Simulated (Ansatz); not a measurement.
Tl₂Pt in space group I4/mcm (No. 140; Pt on 4a, Tl on 8h) at seven volumes, r²SCAN (plane waves, PAW; program Ansatz), shape and atoms relaxed at each. One row is withheld.

```csv
V (Å³/atom),P (GPa)
20.554,9.41
21.232,5.58
21.909,2.48
22.587,0.00
23.265,-1.97
23.942,-3.52
24.620,?
```

### Question
Fit the shown pressures and predict the withheld one.

### Answer
Third-order Birch–Murnaghan: P = (3/2)B₀(x^(7/2) − x^(5/2))[1 + (3/4)(B′ − 4)(x − 1)] with x = (V₀/V)^(2/3). Least squares on the six rows gives V₀ = 22.589 Å³/atom, B₀ = 73.44 GPa, B′ = 6.55. At V = 24.620, x = 0.9442 and P = -4.76 GPa. The run itself gave -4.74 GPa.

The workflow started from an entry of the Crystallography Open Database (COD). Whether it is the stable phase at ambient conditions was not checked. Symmetry was held in the r²SCAN relaxation; its stability against distortions is not shown here. The run is not spin-polarised. Scalar-relativistic: spin–orbit coupling is off unless named, which matters more the heavier the elements.

Potentials: the later of the program's two PAW sets.
